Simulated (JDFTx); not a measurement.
An input for JDFTx (a modified build) (Mo(110), linear PCM (GLSSA13), water, 1 M NaCl; bohr, hartree) and the course of its log:

```
lattice \
  5.9859342669 2.9929671334 0.0000000000 \
  0.0000000000 4.2326947077 0.0000000000 \
  0.0000000000 0.0000000000 42.8967830290
coords-type Lattice
ion Mo 0.5000000000 0.0000000000 -0.1480074170 0
ion Mo 0.0000000000 0.0000000000 -0.0493358060 0
ion Mo 0.5000000000 0.0000000000 0.0493358060 0
ion Mo 0.0000000000 0.0000000000 0.1480074170 0
ion-species pseudo/mo_pbe_v1.upf
elec-cutoff 20 100
elec-ex-corr gga-PBE
coulomb-interaction Slab 001
coulomb-truncation-embed 0 0 0
kpoint-folding 10 10 1
elec-smearing Fermi 0.01
elec-n-bands 39
target-mu -0.141117
electronic-scf nIterations 100 energyDiffThreshold 1e-07 mixedVariable Potential
fluid LinearPCM
pcm-variant GLSSA13
fluid-solvent H2O
fluid-cation Na+ 1
fluid-anion Cl- 1
fluid-minimize nIterations 400 knormThreshold 1e-11
wavefunction read f0.wfns
elec-initial-eigenvals f0.eigenvals
elec-initial-fillings read f0.fillings
fluid-initial-state f0.fluidState
dump-name f0_u0.$VAR
dump End State Ecomponents EigStats BandEigs Forces ElecDensity IonicPositions Fillings Kpoints Dtot FluidDebug BoundCharge FluidDensity
```

```
[one cycle in 5 is shown, and the last three; fluid-solver lines are left out]
	FillingsUpdate:  mu: -0.141117000  nElectrons: 58.183214
SCF: Cycle:  0   G: -263.241672142989273   dG: +2.574e+00   |Residual|: 5.162e-01   |deigs|: 1.172e-10
	FillingsUpdate:  mu: -0.141117000  nElectrons: 57.461253
SCF: Cycle:  5   G: -265.251409191073265   dG: -1.349e-01   |Residual|: 1.360e-01   |deigs|: 2.081e-03
	FillingsUpdate:  mu: -0.141117000  nElectrons: 56.867563
SCF: Cycle: 10   G: -265.603279053889310   dG: -1.103e-01   |Residual|: 9.588e-02   |deigs|: 1.838e-03
	FillingsUpdate:  mu: -0.141117000  nElectrons: 55.859505
SCF: Cycle: 15   G: -265.798802839341533   dG: -2.120e-01   |Residual|: 4.317e-02   |deigs|: 9.801e-03
	FillingsUpdate:  mu: -0.141117000  nElectrons: 55.551636
SCF: Cycle: 20   G: -265.744243031865551   dG: +1.298e-02   |Residual|: 3.516e-02   |deigs|: 2.852e-03
	FillingsUpdate:  mu: -0.141117000  nElectrons: 55.422017
SCF: Cycle: 25   G: -265.781395773401641   dG: +2.056e-02   |Residual|: 3.483e-02   |deigs|: 1.902e-03
	FillingsUpdate:  mu: -0.141117000  nElectrons: 55.536447
SCF: Cycle: 30   G: -265.794746663974877   dG: -2.883e-02   |Residual|: 1.738e-02   |deigs|: 1.732e-03
	FillingsUpdate:  mu: -0.141117000  nElectrons: 55.711452
SCF: Cycle: 35   G: -265.807326543122315   dG: +2.482e-04   |Residual|: 6.318e-03   |deigs|: 5.623e-05
	FillingsUpdate:  mu: -0.141117000  nElectrons: 55.714518
SCF: Cycle: 40   G: -265.807806537760598   dG: -6.208e-04   |Residual|: 6.722e-03   |deigs|: 1.589e-04
	FillingsUpdate:  mu: -0.141117000  nElectrons: 55.745119
SCF: Cycle: 45   G: -265.808401559192021   dG: -2.567e-04   |Residual|: 6.689e-03   |deigs|: 2.988e-04
	FillingsUpdate:  mu: -0.141117000  nElectrons: 55.817071
SCF: Cycle: 50   G: -265.809918652004853   dG: +1.546e-04   |Residual|: 1.036e-02   |deigs|: 2.847e-04
	FillingsUpdate:  mu: -0.141117000  nElectrons: 55.825637
SCF: Cycle: 55   G: -265.810204826190898   dG: -6.481e-05   |Residual|: 5.890e-03   |deigs|: 1.033e-04
	FillingsUpdate:  mu: -0.141117000  nElectrons: 55.872726
SCF: Cycle: 60   G: -265.811087633655006   dG: +2.007e-05   |Residual|: 5.673e-03   |deigs|: 9.433e-05
	FillingsUpdate:  mu: -0.141117000  nElectrons: 55.835714
SCF: Cycle: 65   G: -265.810470575914394   dG: +2.144e-04   |Residual|: 4.778e-03   |deigs|: 9.213e-05
	FillingsUpdate:  mu: -0.141117000  nElectrons: 55.865463
SCF: Cycle: 70   G: -265.811527189866922   dG: -8.984e-04   |Residual|: 5.273e-03   |deigs|: 4.461e-04
	FillingsUpdate:  mu: -0.141117000  nElectrons: 55.851283
SCF: Cycle: 75   G: -265.811378248685799   dG: -9.702e-05   |Residual|: 4.468e-03   |deigs|: 1.431e-04
	FillingsUpdate:  mu: -0.141117000  nElectrons: 55.840715
SCF: Cycle: 80   G: -265.810776690239038   dG: -3.818e-04   |Residual|: 6.826e-03   |deigs|: 1.850e-04
	FillingsUpdate:  mu: -0.141117000  nElectrons: 55.943131
SCF: Cycle: 85   G: -265.813681991696342   dG: -1.156e-03   |Residual|: 8.648e-03   |deigs|: 5.674e-04
	FillingsUpdate:  mu: -0.141117000  nElectrons: 55.899773
SCF: Cycle: 90   G: -265.812675430747049   dG: +4.842e-04   |Residual|: 4.592e-03   |deigs|: 2.469e-04
	FillingsUpdate:  mu: -0.141117000  nElectrons: 55.846616
SCF: Cycle: 95   G: -265.810084448680811   dG: +2.452e-03   |Residual|: 4.924e-03   |deigs|: 8.362e-04
	FillingsUpdate:  mu: -0.141117000  nElectrons: 55.885635
SCF: Cycle: 97   G: -265.812287407724170   dG: +8.214e-05   |Residual|: 5.155e-03   |deigs|: 2.155e-04
	FillingsUpdate:  mu: -0.141117000  nElectrons: 55.868608
SCF: Cycle: 98   G: -265.812010081783683   dG: +2.773e-04   |Residual|: 4.282e-03   |deigs|: 3.096e-04
	FillingsUpdate:  mu: -0.141117000  nElectrons: 55.915521
SCF: Cycle: 99   G: -265.812259969794468   dG: -2.499e-04   |Residual|: 5.015e-03   |deigs|: 4.562e-04
SCF: None of the convergence criteria satisfied after 100 iterations.
IonicMinimize: Iter:   0  G: -265.812259969794468  |grad|_K:  0.000e+00
IonicMinimize: Converged (|grad|_K<1.000000e-04).
```

This run gave no converged result. The electronic loop ended without meeting its threshold, so the last energy, electron count and forces aren't results.
